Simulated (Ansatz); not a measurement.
Problem. AlPt (rock salt, Fm-3m) is relaxed with DFT-r²SCAN in the program Ansatz with PAW potentials. What lattice parameters of the conventional cell result?

Solution. a = 5.095 Å.

The start of the workflow was typed in or built on a structure type; neither database checked (COD, Materials Project) lists it. Its standing as an ambient phase is unchecked. Symmetry was held in the r²SCAN relaxation; whether a distortion lowers the energy is not shown. The run is not spin-polarised. Spin–orbit coupling is left out wherever it is not named.

Potentials: the earlier of the program's two PAW sets.
